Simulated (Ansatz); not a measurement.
All numbers below come from DFT PBE, scalar-relativistic, plane waves, PAW (Ansatz 0.2.0). All cells share a 420 eV cutoff and Γ-centred k meshes spaced at most about 0.3 Å⁻¹ (about 0.25 or finer for metals, 2π included). No spin polarisation in the final relaxations.

Temperature and zero-point effects are left out. Lower structures may exist.

Question: Which of these relaxed structures of Zr3S2 is the lowest in energy?
A. Space group C2/m (No. 12), monoclinic, a = 9.659 Å, b = 3.294 Å, c = 6.730 Å, β = 117.6°. Zr on a site of symmetry m is surrounded by 5 S at 2.69–2.73 Å and 6 Zr at 3.19–3.29 Å; around Zr on a site of symmetry 2/m lie 4 S at 2.60 Å and 8 Zr at 3.26–3.29 Å; S is surrounded by 7 Zr at 2.60–2.73 Å, 1 S at 2.90 Å and 2 S at 3.29 Å.
B. Space group R32 (No. 155), trigonal, a = 5.790 Å, c = 10.441 Å. Around Zr lie 4 S at 2.60–2.61 Å; S has 6 Zr at 2.60–2.61 Å.
C. Space group Immm (No. 71), orthorhombic, a = 3.410 Å, b = 6.565 Å, c = 8.450 Å. Zr on a site of symmetry mm2 is surrounded by 4 S at 2.71 Å, 3 Zr at 3.15 Å and 2 S at 3.25 Å; Zr on a site of symmetry mmm is surrounded by 4 S at 2.54 Å and 4 Zr at 3.15 Å; S is surrounded by 2 Zr at 2.54 Å, 4 Zr at 2.71 Å and 1 S at 2.80 Å.
D. Space group I-4m2 (No. 119), tetragonal, a = 3.540 Å, c = 17.331 Å. Around Zr on a site of symmetry 2mm lie 3 S at 2.49–2.56 Å; around Zr on a site of symmetry -4m2 lie 4 S at 2.50 Å; around S on its first site lie 4 Zr at 2.56 Å; around S on its second site lie 6 Zr at 2.49–2.50 Å.

Answer: B. It has space group R32 (No. 155); the next, A, with space group C2/m (No. 12), lies 25 meV/atom higher. Counting S atoms around Zr (those within 1.25 times the shortest such distance or 1.15 times the sum of covalent radii; a slash parts the counts of unlike sites), the lowest has Zr 4 and the next has Zr 4/5.

The R32 cell at 20.2 Å³/atom was relaxed from a Materials Project cell. Cells relaxed within their symmetry can be saddle points. The C2/m cell of Zr3S2 came from shaking the Immm one. Some types were kept out of the candidates beforehand, so the set may lack a known form.
